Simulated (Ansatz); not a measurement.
Consider the following.

C:
```xyz
2
Lattice="0.0000 1.7801 1.7801 1.7801 0.0000 1.7801 1.7801 1.7801 0.0000" Properties=species:S:1:pos:R:3 pbc="T T T"
C      1.7801     1.7801     1.7801
C      2.6702     2.6702     2.6702
```

This is the r²SCAN-relaxed structure.

Q: All from r²SCAN (plane waves, PAW; program Ansatz), unless another level is named. Give the smallest direct gap on the standard path.

A: 5.90 eV.

Q: Next, the band gap?

A: 4.36 eV (indirect).

Q: Next, the conduction-band minimum?

A: on the Γ–X line, 72 % of the way from Γ (6 equivalent valleys).

Q: Predict the valence-band maximum.

A: at Γ.

Space group Fd-3m (diamond). The cell was relaxed with r²SCAN under the symmetry of its start.

Potentials: the later of the program's two PAW sets.
